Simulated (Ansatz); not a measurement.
# SnTe, a database entry at a rescaled volume

```
Te Sn
1.0
     0.00000    3.15425    3.15425
     3.15425    0.00000    3.15425
     3.15425    3.15425    0.00000
Te Sn
1 1
Direct
  0.50000 0.50000 0.50000
  0.00000 0.00000 0.00000
```

Single point in Ansatz 0.2.0 with PBE, no spin polarisation. Cutoff 420 eV, PAW datasets, 9×9×9 Γ-centred k mesh, fermi-dirac filling (width 0.1 eV).

Q: Is it stable against the elements?

A: -0.28 eV an atom against the elements' usual phases (free molecules for gases, crystals otherwise, with no correction for O₂ or N₂), so it is bound against them; other compounds may still compete. Relaxing would lower it.

Q: Is the cell too large or too small?

A: The pressure is 2.1 GPa (compression positive), so with the atoms held at these fractions the cell would first expand.

Q: What is the band gap?

A: The gap is 0.09 eV, direct at the points sampled.

Q: Give the Bader charges.

A: Bader charges in e: Sn +0.64, Te -0.64. In the mean Sn gives up most and Te takes most.

Origin: a database entry at a rescaled volume. Caveats: no spin-orbit coupling, which can shift this gap by tenths of an eV; the mesh misses a band edge that the path finds.
